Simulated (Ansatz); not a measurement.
**Two inputs for GaCuCCl₄O**

Cell: a refined structure from the COD, its atoms then relaxed with PBE in this cell.

```
CELL_PARAMETERS angstrom
6.87690 0.00000 0.00000
0.52223 6.99604 0.00000
3.07419 1.14491 8.12192
ATOMIC_POSITIONS crystal
Ga 0.20757 0.75749 0.76428
Ga 0.79243 0.24251 0.23572
Cu 0.02197 0.73550 0.22150
Cu 0.97803 0.26450 0.77850
C 0.28274 0.77582 0.21448
C 0.71726 0.22418 0.78552
Cl 0.92129 0.75698 0.98921
Cl 0.07871 0.24302 0.01079
Cl 0.78367 0.95544 0.38685
Cl 0.21633 0.04456 0.61315
Cl 0.84503 0.45391 0.38263
Cl 0.15497 0.54609 0.61737
Cl 0.48761 0.69167 0.82097
Cl 0.51239 0.30833 0.17903
O 0.43969 0.81228 0.21812
O 0.56031 0.18772 0.78188
```

Atoms are numbered from 1 in the order listed; like atoms form one site, named after its first atom.

Reference run. Method: Kohn–Sham DFT in Ansatz, PBE, plane waves and PAW, scalar-relativistic, 420 eV cutoff, Γ-centred 3×3×3 k-points, Fermi–Dirac smearing 0.02 eV.

Task: The input is changed as follows: `kpoints.mp_grid.grid`: [3, 3, 3] → [2, 2, 2]; `accuracy`: not typed → low; `scf.algorithm`: not typed → direct_min. What happens to V_zz (10²¹ V/m²) and η?

Result: 

```tsv
site	atom	V_zz reference	η reference	V_zz changed	η changed
Ga	1	-4.31	0.27	-4.29	0.29
Cu	3	-3.27	0.16	-3.24	0.14
C	5	-7.03	0.00	-7.03	0.00
Cl7	7	15.58	0.70	15.58	0.71
Cl9	9	16.93	0.68	16.84	0.68
Cl11	11	16.81	0.66	16.74	0.66
Cl13	13	21.4	0.05	21.5	0.05
O	15	-4.11	0.07	-4.11	0.07
```

The largest change of V_zz is on Cl9, from 16.93 to 16.84. In per cent, |V_zz| changes by -1 on Ga, -1 on Cu, 0 on C, -1 to 0 on Cl, 0 on O (all sites that start above 0.5). In the changed run the k-mesh is coarser than the standard one and the accuracy preset is low, yet the gradients stay close to the reference.

On the reference run: The database entry as given showed forces above 3 eV/Å or a pressure above 30 GPa, though relaxing it moves no atom far.
